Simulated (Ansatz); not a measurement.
BP:
```xyz
2
Lattice="0.0000 2.2601 2.2601 2.2601 0.0000 2.2601 2.2601 2.2601 0.0000" Properties=species:S:1:pos:R:3 pbc="T T T"
B      0.0000     0.0000     0.0000
P      3.3902     3.3902     3.3902
```

Relaxed with PBEsol. 

**Question.** HSE06 on this cell (Ansatz, a program for electronic structure, PAW) gives a gap of 1.94 eV. What does PBEsol give?

**Answer.** 1.11 eV.

Cost on shared cores: the PBEsol run (SCF on a 11×11×11 mesh, then bands and DOS) around 4 core-seconds (rough), the HSE06 run (SCF on 8×8×8, then a few points) roughly 23 core-seconds; the tasks are unlike.

Space group F-43m (zinc blende). Symmetry was held in the PBEsol relaxation.

Potentials: the earlier of the program's two PAW sets. The files were generated under PBE; for other functionals the program regenerates the frozen cores, and for LDA and PBEsol the local potential too.

Ansatz is a plane-wave DFT program.
